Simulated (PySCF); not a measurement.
PySCF single point, PBE/6-31G*, density fitting, COSMO implicit dichloromethane (electrostatics alone), on hexafluoropropene, C3F6 (SMILES FC(F)=C(F)C(F)(F)F), charge 0, multiplicity 1.

```python
from pyscf import gto, scf, dft
mol = gto.M(atom='''
F     -2.212868     0.239731    -0.016132
C     -1.038913    -0.345305    -0.016462
F     -1.157519    -1.650245    -0.016245
C      0.120584     0.311800    -0.017143
F      0.133518     1.650245    -0.016013
C      1.502401    -0.310597    -0.016628
F      2.190237     0.035857     1.073859
F      1.449419    -1.640724    -0.048614
F      2.212868     0.087303    -1.073859
''', basis='6-31G*', charge=0, spin=0, verbose=3)
mf = dft.RKS(mol, xc='PBE')
mf = mf.density_fit()
mf = mf.PCM()
mf.with_solvent.method = 'COSMO'
mf.with_solvent.eps = 9.08
mf.max_cycle = 100
e = mf.kernel()
print('converged', mf.converged)
print('E_total', e)
print('nao', mol.nao)
print('HOMO', mf.mo_energy[mf.mo_occ > 0].max())
mf.dip_moment()
```

It prints:

```

WARN: PCM is an experimental feature. It is still in testing.
Features and APIs may be changed in the future.

converged SCF energy = -712.617971467494
converged True
E_total -712.6179714674945
nao 126
HOMO -0.2242681489884899
Dipole moment(X, Y, Z, Debye): -1.07760, -0.28920, -0.00484
```

The total energy is -19391.32 eV, -0.03 eV from the same level's vacuum run.
